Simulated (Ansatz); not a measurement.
Two states of GdB2Rh3

```
CELL_PARAMETERS angstrom
5.36109 -0.02624 -0.06977
-2.70327 4.75612 -0.02378
-0.04019 -0.03902 3.13557
ATOMIC_POSITIONS crystal
B 0.32578 0.65833 0.99090
B 0.66680 0.32904 0.00765
Gd 0.00563 0.99778 0.97477
Rh 0.50610 0.99145 0.49943
Rh 0.50755 0.50349 0.51154
Rh 0.99527 0.50055 0.51275
```

Level: r2SCAN; 500 eV; 4×4×6 (shifted by 0.5, 0, 0.5 steps) mesh; gaussian occupations (width 0.0193 eV); Ansatz 0.2.0, fixed geometry.

State A: no moments (no spin polarisation). State B: Gd3 up (collinear spin).

Q: Which state is lower, and how do they differ?

A: State B is lower by 1362.7 meV an atom at zero smearing.

| state | free energy (meV/atom) | largest moment in a small sphere (μB) | net moment (μB/cell) | gap on mesh (eV) | pressure (GPa) | largest force (eV/Å) |
| --- | --- | --- | --- | --- | --- | --- |
| A | 1362.7 | 0.00 | 0.00 | metal | -0.8 | 0.82 |
| B | 0.0 | 7.08 | 7.12 | metal | -0.8 | 0.86 |

Origin: a strained cell with displaced atoms, so it need not be a known compound. Caveats: the k mesh is coarse if the cell is a metal; f shells without a U or exact exchange are poorly placed; open f shell without moments.
